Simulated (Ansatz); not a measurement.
Yb (fcc, Cu type), conventional cell a = b = c = 5.2227 Å, α = β = γ = 90.00°. The calculation uses the primitive cell of 1 atom, to which meshes and values per cell refer.

Two coordinates are scanned: the volume, and the ratio of the stretch along z (the conventional c axis) to the stretch across it. Atoms keep their fractional coordinates.

All values below come from PBE (plane waves to 420 eV, PAW, scalar-relativistic; Ansatz, a program for electronic structure). k mesh 15×15×15 (Γ-centred), Fermi-Dirac smearing 0.05 eV. E stands for the smeared free energy. With partly filled bands, the response to shear is sensitive to the k mesh, so small differences along c/a are uncertain. The PAW data are Ansatz's earlier set. The relaxed volume of Yb is well below the measured one. Yb is run without spin polarisation. Yb was relaxed with its symmetry unable to fall. The f-shell state is unchecked: a lower one may exist. ΔE is measured from the relaxed starting cell.

```
ΔE (kJ/mol of atoms)  V/V₀ = 0.920  V/V₀ = 0.947  V/V₀ = 0.973  V/V₀ = 1.000  V/V₀ = 1.027  V/V₀ = 1.053  V/V₀ = 1.080
--------------------  ------------  ------------  ------------  ------------  ------------  ------------  ------------
(c/a)/(c/a)₀ = 0.880           1.3           0.6           0.2           0.2           0.4           0.9           1.6
(c/a)/(c/a)₀ = 0.920           1.5           0.7           0.3           0.2           0.3           0.8           1.4
(c/a)/(c/a)₀ = 0.960           1.5           0.7           0.2           0.1           0.2           0.6           1.3
(c/a)/(c/a)₀ = 1.000           1.5           0.6           0.2           0.0           0.1           0.5           1.2
(c/a)/(c/a)₀ = 1.040           1.6           0.7           0.2           0.1           0.2           0.6           1.3
(c/a)/(c/a)₀ = 1.080           1.9           1.0           0.6           0.5           0.6           1.0           1.7
(c/a)/(c/a)₀ = 1.120           [?]           1.7           1.3           1.2           1.3           1.8           [?]
```

What belongs in the gaps?


- (c/a)/(c/a)₀ = 1.120, V/V₀ = 0.920: 2.5
- (c/a)/(c/a)₀ = 1.120, V/V₀ = 1.080: 2.4

(Under strain, the slope of the energy per volume gives the stress and its curvature an elastic modulus.)
